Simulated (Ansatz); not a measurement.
Polymorphs of Al2O3, each relaxed with r²SCAN in the plane-wave PAW code Ansatz:

A: R-3, a = b = 4.8019 Å, c = 13.4053 Å, α = β = 90.00°, γ = 120.00°

B: Cmc2_1, a = 9.670 Å, b = 5.510 Å, c = 4.930 Å, α = β = γ = 90.00°

C: bixbyite (Ia-3), a = b = c = 8.886 Å, α = β = γ = 90.00°

D: corundum (R-3c), a = b = 4.7588 Å, c = 12.9949 Å, α = β = 90.00°, γ = 120.00°

### Question
Rank these by energy per atom at 0 K (lowest first), as r²SCAN gives it.

### Answer
D (+0 meV/atom), C (+40 meV/atom), A (+79 meV/atom), B (+97 meV/atom)

### Question
Give each one's gap.

### Answer
A 6.88 eV; B 4.97 eV; C 6.31 eV; D 7.14 eV.

Built on a structure type that need not be the filed one of that space group: C. Not the usual ambient phase: A; B; C. All cells were relaxed under the symmetry of their starts (and spin orders); stability against distortions was not tested throughout.

Energies hold the estimated change up to a 700 eV cutoff; steps of a few meV lie near the error of the meshes.

Potentials: the later of the program's two PAW sets.
